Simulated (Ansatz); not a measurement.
## BN: two-dimensional strain map

Method: DFT r2SCAN, scalar-relativistic, plane waves, PAW (Ansatz). The runs took a 500 eV cutoff, a Γ-centred 12×12×6 mesh and Gaussian smearing (0.05 eV). No spin polarisation. Energies are free energies at this smearing, counted from the undisturbed cell; pressure is positive in compression.

The starting cell (as given, not relaxed at this level; it stands at -4.7 GPa; this wurtzite form isn't the usual structure):

```xyz
4
Lattice="2.5539 0.0000 0.0000 -1.2770 2.2118 0.0000 0.0000 0.0000 4.2269" Properties=species:S:1:pos:R:3 pbc="T T T"
B     1.2770    0.7373    4.2257
B     0.0000    1.4745    2.1123
N     1.2770    0.7373    2.6430
N     0.0000    1.4745    0.5295
```

The cell is strained by p along both x and y and by q along z, fractional coordinates fixed. Points are written (p, q).

Energy above the undisturbed cell in meV/atom (a dash: not computed):

```csv
p \ q,-0.080,-0.040,0.000,0.040,0.080
-0.080,462.4,333.0,289.4,310.4,379.8
-0.040,210.1,91.7,57.6,86.5,162.5
0.000,134.6,26.1,0.0,35.5,116.6
0.040,188.7,89.8,71.1,112.3,197.6
0.080,335.6,246.5,235.1,281.5,370.6
```

Pressure in GPa:

```
 p \ q  -0.080  -0.040  0.000  0.040  0.080
-0.080   142.8   109.8   84.2   64.2   48.6
-0.040    80.3    52.7   31.6   15.6    3.5
 0.000    36.3    12.8   -4.7  -17.8  -27.3
 0.040     5.7   -14.5  -29.3  -40.1  -47.7
 0.080   -15.2   -32.8  -45.4  -54.4  -60.5
```

Gap on the k-mesh in eV:

```
 p \ q  -0.080  -0.040  0.000  0.040  0.080
-0.080    5.27    5.16   5.06   4.94   4.07
-0.040    5.67    5.56   5.46   5.36   5.24
 0.000    5.95    5.85   5.76   5.66   5.55
 0.040    5.92    6.05   5.95   5.86   5.77
 0.080    5.23    5.57   5.87   5.99   5.90
```